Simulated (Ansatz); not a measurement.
**How much do the gradients of NbNiB₂ depend on the method?**

Cell: a Materials Project structure (computed, not necessarily an observed phase), taken as it stands.

Space group Pnma (No. 62); a = 6.0493, b = 3.1289, c = 8.2103 Å.

```csv
site,Wyckoff,site symmetry,x,y,z
Nb,4c,.m.,0.1322,0.2500,0.8673
Ni,4c,.m.,0.9990,0.2500,0.3849
B9,4c,.m.,0.2412,0.2500,0.5769
B13,4c,.m.,0.1709,0.2500,0.1670
```

One atom of each set is listed.

First run. The numbers come from a DFT calculation in Ansatz (PBE, plane waves and PAW, scalar-relativistic, collinear spin, 420 eV cutoff, Γ-centred 6×11×4 k-points, Fermi–Dirac smearing 0.05 eV). Start moments as typed (μB): 1.5 on each Ni, none on the rest.

```csv
site,V_zz (10²¹ V/m²),η
Nb,-3.39,0.44
Ni,-2.64,0.92
B9,0.23,0.06
B13,0.31,0.29
```

Second run. The same atoms and settings, except that the functional is r2SCAN and the cutoff is 500 eV.

Question: What does the second run give?

Answer: 

| site | V_zz | η | change of V_zz |
| --- | --- | --- | --- |
| Nb | -3.33 | 0.55 | +0.06 |
| Ni | -2.62 | 0.92 | +0.02 |
| B9 | 0.22 | 0.04 | -0.01 |
| B13 | 0.31 | 0.31 | 0.00 |

The largest change of V_zz is on Nb, from -3.39 to -3.33. In per cent, |V_zz| changes by -2 on Nb, -1 on Ni (all sites that start above 2).

With no gap above 0.1 eV, as in a metal, the gradients converge slowly in k; expect changes of a tenth or more on a denser mesh. Without spin–orbit coupling (the program notes it for Nb) the gradients can shift somewhat, as the gap is small. With these PAW files V_zz is typically within 2 to 3 % of all-electron values, but misses above 10 % occur on Ni. The start moments die out, and the run ends without spin.
For the second run: At this cell the principal stresses reach 5 GPa in size with r2SCAN, which can matter for small gradients. The program didn't check the stability of this electronic state in full, so a lower one may lie near.
